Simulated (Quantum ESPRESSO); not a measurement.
Band energies of ScBi

```xyz
2
Lattice="0.0000 3.0121 3.0121 3.0121 0.0000 3.0121 3.0121 3.0121 0.0000" Properties=species:S:1:pos:R:3 pbc="T T T"
Sc     3.0121     3.0121     3.0121
Bi     0.0000     0.0000     0.0000
```

norm-conserving LDA (Quantum ESPRESSO, 78 Ry, scalar-relativistic); path ΓXWKΓLUWLK,UX; energies in eV from the Fermi level.

| k (1/Å) | point | band 9 | band 10 | band 11 | band 12 | band 13 | band 14 | band 15 | band 16 |
|---|---|---|---|---|---|---|---|---|---|
| 0.00 | Γ | -22.08 | -11.68 | 0.66 | 0.66 | 0.66 | 1.07 | 1.07 | 1.22 |
| 0.35 |  | -22.07 | -11.36 | -1.64 | -0.19 | -0.19 | 0.35 | 1.16 | 2.00 |
| 0.70 |  | -22.06 | -10.73 | -3.25 | -0.77 | -0.77 | -0.17 | 1.37 | 2.08 |
| 1.04 | X | -22.05 | -10.43 | -3.53 | -0.90 | -0.90 | -0.40 | 1.48 | 1.87 |
| 1.17 |  | -22.05 | -10.41 | -3.49 | -1.33 | -1.20 | 0.05 | 1.60 | 1.86 |
| 1.56 | W | -22.05 | -10.32 | -2.80 | -2.80 | -2.29 | 1.49 | 1.49 | 1.80 |
| 1.93 | K | -22.05 | -10.35 | -3.17 | -2.91 | -1.34 | 0.69 | 1.69 | 1.98 |
| 2.03 |  | -22.06 | -10.35 | -3.33 | -2.96 | -1.45 | 1.00 | 1.58 | 2.04 |
| 2.34 |  | -22.06 | -10.65 | -3.48 | -2.03 | -1.43 | 1.21 | 1.59 | 1.86 |
| 2.74 |  | -22.07 | -11.43 | -1.23 | -0.38 | -0.36 | 0.78 | 1.06 | 1.54 |
| 3.04 | Γ | -22.08 | -11.68 | 0.66 | 0.66 | 0.66 | 1.07 | 1.07 | 1.22 |
| 3.44 |  | -22.07 | -11.26 | -2.14 | -0.71 | -0.71 | 1.02 | 1.02 | 1.20 |
| 3.74 |  | -22.06 | -10.65 | -4.08 | -1.46 | -1.46 | 1.41 | 1.41 | 1.56 |
| 3.94 | L | -22.06 | -10.46 | -4.53 | -1.60 | -1.60 | 1.53 | 1.53 | 1.77 |
| 4.16 |  | -22.06 | -10.43 | -4.33 | -1.86 | -1.57 | 1.43 | 1.54 | 1.72 |
| 4.47 |  | -22.05 | -10.35 | -3.41 | -2.81 | -1.41 | 0.89 | 1.63 | 1.90 |
| 4.58 | U | -22.05 | -10.35 | -3.17 | -2.91 | -1.34 | 0.69 | 1.69 | 1.98 |
| 4.95 | W | -22.05 | -10.32 | -2.80 | -2.80 | -2.29 | 1.49 | 1.49 | 1.80 |
| 5.23 |  | -22.05 | -10.36 | -3.67 | -2.46 | -1.70 | 1.33 | 1.42 | 1.78 |
| 5.60 |  | -22.06 | -10.45 | -4.49 | -1.65 | -1.60 | 1.51 | 1.53 | 1.75 |
| 5.69 | L | -22.06 | -10.46 | -4.53 | -1.60 | -1.60 | 1.53 | 1.53 | 1.77 |
| 5.85 |  | -22.06 | -10.44 | -4.42 | -1.75 | -1.58 | 1.47 | 1.53 | 1.73 |
| 6.17 |  | -22.06 | -10.36 | -3.60 | -2.65 | -1.45 | 1.00 | 1.61 | 1.83 |
| 6.33 | K | -22.05 | -10.35 | -3.17 | -2.91 | -1.34 | 0.69 | 1.69 | 1.98 |
| 6.33 | U | -22.05 | -10.35 | -3.17 | -2.91 | -1.34 | 0.69 | 1.69 | 1.98 |
| 6.70 | X | -22.05 | -10.43 | -3.53 | -0.90 | -0.90 | -0.40 | 1.48 | 1.87 |

A metal at this level: along this path bands 11, 12, 13, 14 cross the Fermi level.

Spin-orbit coupling is left out; for elements this heavy it splits bands near the Fermi level.

Geometry of the Materials Project entry, not relaxed at this level.

The structure is a Materials Project entry; no match was found in the copy of COD used, and its stability was not checked.
